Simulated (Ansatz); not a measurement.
Ir₃W (Cu3Au type, Pm-3m), plane-wave PAW r²SCAN (Ansatz code), all energies at zero smearing, with the estimated change up to a 700 eV cutoff added, with one set of potentials and settings (totals compare only within such a set). Cell of 4 atoms (3 Ir, 1 W): -46249.555 eV.

```
element             reference phase  E (eV/atom)
-------  --------------------------  -----------
Ir       Fm-3m, 1 atoms in the cell  -11950.0469
W        Im-3m, 1 atoms in the cell  -10398.2538
```

Formation energy per atom, worked out: (-46249.555 − 3×(-11950.0469) − 1×(-10398.2538))/4 = -0.290 eV/atom (-28 kJ per mol of atoms), at 0 K, without zero-point energy or fitted corrections.

A made-up cell: these elements were put on the sites of a structure type; neither database checked (COD, Materials Project) lists it. COD files the formula under space group No. 194. Whether it is the stable phase at ambient conditions was not checked. The r²SCAN relaxation kept the symmetry of its start; whether a distortion lowers the energy is not shown. No spin polarisation was allowed. The references are the lowest solids computed at this level, not always the standard phases. Spin–orbit coupling is left out wherever it is not named.

Potentials: the earlier of the program's two PAW sets. The files were generated under PBE; for other functionals the program regenerates the frozen cores, and for LDA and PBEsol the local potential too.
